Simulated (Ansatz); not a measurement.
**MgCrInS₄: Coordination and 33S quadrupole coupling**

Cell: a Materials Project structure (computed, not necessarily an observed phase), taken as it stands.

```cif
data_MgCrInS4
_symmetry_space_group_name_H-M 'Imma'
_symmetry_Int_Tables_number 74
_cell_length_a 7.3672
_cell_length_b 7.5164
_cell_length_c 10.6154
_cell_angle_alpha 90.000
_cell_angle_beta 90.000
_cell_angle_gamma 90.000
loop_
_atom_site_label
_atom_site_type_symbol
_atom_site_symmetry_multiplicity
_atom_site_Wyckoff_symbol
_atom_site_fract_x
_atom_site_fract_y
_atom_site_fract_z
Mg Mg 4 e 0.5000 0.2500 0.3742
Cr Cr 4 d 0.7500 0.7500 0.2500
In In 4 b 0.5000 0.5000 0.0000
S7 S 8 h 0.5000 0.9680 0.2491
S8 S 8 i 0.2430 0.7500 0.4791
```

One atom of each set is listed; the run and its k-mesh use a cell of 14 atoms with edges of 7.47, 7.47, 7.47 Å.

The numbers come from a DFT calculation in Ansatz (r2SCAN, plane waves and PAW, scalar-relativistic, collinear spin, 500 eV cutoff, Γ-centred 5×5×5 k-points, Fermi–Dirac smearing 0.02 eV). Start moments as typed (μB): 3 on each Cr, none on the rest.

Q(33S) = -69.40 mb.

Problem. Order the S environments from the weakest to the strongest quadrupole coupling.
A. S7: 2 Cr at 2.47 Å, 1 Mg at 2.50 Å, 1 In at 2.66 Å
B. S8: 1 Cr at 2.43 Å, 1 Mg at 2.45 Å, 2 In at 2.60 Å

Solution. B (2.55 MHz, η = 0.94), A (3.12 MHz, η = 0.28).

Like point charges on the first shell alone (each adding as 1/d³) would put S8 above S7: the covalent part of each bond and the atoms beyond the first shell count as well.

The program didn't check the stability of this electronic state in full, so a lower one may lie near. Without spin–orbit coupling (the program notes it for In) the gradients are little affected as a rule: paired runs on crystals with a gap mostly move them by under 2 % at such atoms. All moments are parallel here, as the start or the cell imposes; many such compounds order antiparallel, where fields and spin densities carried over to other atoms largely cancel. The magnetic order is the one that the run reached from its start moments, not necessarily the measured one.
